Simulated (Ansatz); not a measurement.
Level of theory: DFT, PBEsol, scalar-relativistic, no spin polarisation; plane waves to 420 eV with PAW datasets (Ansatz 0.2.0), Γ-centred 10×10×10 mesh, 0.05 eV Gaussian smearing; PAW files: Ansatz's generated set soft_2.

A compound XAs has these computed properties.

```
Space group                                           : F-43m (No. 216)
Conventional cell                                     : a = 5.744 Å, b = 5.744 Å, c = 5.744 Å, α = 90.00°, β = 90.00°, γ = 90.00°
Volume                                                : 23.68 Å³/atom
Band gap                                              : zero (metallic)
Density of states at the Fermi level                  : about 1 states/(eV·atom)
Formation energy from the elements (0 K, uncorrected) : 0.36 eV/atom (unstable against the elements)
Bulk modulus (Birch–Murnaghan)                        : 102 GPa
Pressure derivative B0′                               : 4.2
```

Sites: X on 4a, As on 4d.

Which element is X?
A. Tc
B. Nb
C. Zr
D. Y

B. X is Nb, so the compound is NbAs.

This is a trial structure; measured cells of the compound in the Crystallography Open Database are in space group I41md.
